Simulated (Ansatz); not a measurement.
**Ta5Sn3: reading a single point**

```yaml
crystal:
  lattice:
    - [4.10280, 7.10625, 0.00000]
    - [-4.10280, 7.10625, 0.00000]
    - [0.00000, 0.00000, 5.64061]
  atoms:
    - { symbol: Sn, position: [0.61000, 0.39000, 0.25000] }
    - { symbol: Sn, position: [0.61000, 0.00000, 0.75000] }
    - { symbol: Sn, position: [0.00000, 0.61000, 0.25000] }
    - { symbol: Sn, position: [0.39000, 0.61000, 0.75000] }
    - { symbol: Sn, position: [0.39000, 0.00000, 0.25000] }
    - { symbol: Sn, position: [0.00000, 0.39000, 0.75000] }
    - { symbol: Ta, position: [0.33330, 0.33340, 0.00000] }
    - { symbol: Ta, position: [0.66660, 0.66670, 0.50000] }
    - { symbol: Ta, position: [0.66670, 0.66660, 0.00000] }
    - { symbol: Ta, position: [0.33340, 0.33330, 0.50000] }
    - { symbol: Ta, position: [0.23000, 0.77000, 0.25000] }
    - { symbol: Ta, position: [0.23000, 0.00000, 0.75000] }
    - { symbol: Ta, position: [0.00000, 0.23000, 0.25000] }
    - { symbol: Ta, position: [0.77000, 0.23000, 0.75000] }
    - { symbol: Ta, position: [0.77000, 0.00000, 0.25000] }
    - { symbol: Ta, position: [0.00000, 0.77000, 0.75000] }
```

Method: r2SCAN, no spin polarisation; PAW, plane waves to 500 eV, 5×5×6 Γ-centred mesh, fermi-dirac occupations (width 0.1 eV) (Ansatz 0.2.0), atoms fixed.

Formation energy: 0.20 eV an atom against the elements' usual phases (free molecules for gases, crystals otherwise, with no correction for O₂ or N₂), so at this geometry it isn't bound against them. Relaxing would lower it.
At the Fermi level: It is a metal, with about 12 states/eV a cell as the mean within 0.25 eV of the Fermi level, mostly Ta d (90 %).
Stress: The pressure is -9.7 GPa (compression positive), so with the atoms held at these fractions the cell would first shrink; the forces are large, so a full relaxation may end otherwise. The principal stresses -13.6, -7.7, -7.7 GPa differ, so its shape would change too.
Forces: The largest is on Sn1 (and as large on other atoms): 0.83 eV/Å, components (-0.83, 0.00, 0.00). It makes 144° with the line to a nearest neighbour, Ta13 at 2.79 Å, pointing away from it.

Origin: a known structure type with other elements, at an estimated volume, so it need not be a known compound.
